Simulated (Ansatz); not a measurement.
CdSe (wurtzite type), DFT, PBE, norm-conserving pseudopotentials, Ansatz's default files, scalar-relativistic (Ansatz 0.2.0), on 1 thread of Intel(R) Xeon(R) 6975P-C (Granite Rapids) (shared host).

Command: `ansatz run input.yaml --threads 1 --pin off --max-ram 3072MiB --backend cpu --events-out ev --progress --plain --runs-dir out`

```yaml
crystal:
  lattice:
    - [4.383035752, 0.0, 0.0]
    - [-2.191517876, 3.7958203069, 0.0]
    - [0.0, 0.0, 7.1543525682]
  atoms:
    - { symbol: Cd, position: [0.3333333333, 0.6666666667, 0.0001242] }
    - { symbol: Cd, position: [0.6666666667, 0.3333333333, 0.5001242] }
    - { symbol: Se, position: [0.3333333333, 0.6666666667, 0.3758758] }
    - { symbol: Se, position: [0.6666666667, 0.3333333333, 0.8758758] }
kpoints:
  mp_grid: { grid: [9, 9, 5] }
scf:
  occupations: { method: fermi_dirac, width: 0.05 }
hamiltonian:
  xc: pbe
  pseudopotentials: { kind: nc }
output:
  forces: true
  stress: true
  eigenvalues: true
```

How large is the problem that the program sets up?

36 irreducible k-points, 10755 plane waves at Γ, 44 bands.

About how long does it take, and how much memory?

27 s of wall time for 8 SCF iterations, with a peak of 0.76 GiB. Times on shared machines scatter by tens of per cent.
